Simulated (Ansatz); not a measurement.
Here is the system:

IrPdN2:
```cif
data_Ir3N6Pd3
_chemical_formula_sum 'Ir3 Pd3 N6'
_space_group_name_H-M_alt 'R-3m :H'
_space_group_IT_number 166
_space_group_name_Hall '-R 3 2"'
_cell_length_a 3.05991
_cell_length_b 3.05991
_cell_length_c 18.19278
_cell_angle_alpha 90.000
_cell_angle_beta 90.000
_cell_angle_gamma 120.000
loop_
_atom_site_label
_atom_site_type_symbol
_atom_site_symmetry_multiplicity
_atom_site_Wyckoff_symbol
_atom_site_fract_x
_atom_site_fract_y
_atom_site_fract_z
_atom_site_occupancy
Ir1 Ir 3 b 0.00000 0.00000 0.50000 1
Pd1 Pd 3 a 0.00000 0.00000 0.00000 1
N1 N 6 c 0.00000 0.00000 0.10961 1
```
(The calculation used a cell of 4 atoms; values per cell refer to that cell.)

This is the PBE-relaxed structure.

Task: All from plane-wave PAW PBE (Ansatz code), unless another level is named. Predict the electronic character.

Result: metallic (no gap).

Task: Give the density of states at the Fermi level.

Result: 0.94 states/eV per atom (mean over ±0.08 eV).

Task: And the formation energy from the elements (no fitted shifts)?

Result: 0.68 eV/atom.

The start of the workflow was typed in or built on a structure type; neither database checked (COD, Materials Project) lists it. Its standing as an ambient phase is unchecked. The cell was relaxed with PBE under the symmetry of its start; whether a distortion lowers the energy is not shown. The workflow began spin-polarised and lost its moments. The volume moved by 15 % from the start of the relaxation. Its formation energy is positive at this level, so the cell may be metastable or incomplete. The references are the lowest solids computed at this level, not always the standard phases (solids in place of the gases). Spin–orbit coupling is left out wherever it is not named.

Potentials: the earlier of the program's two PAW sets.
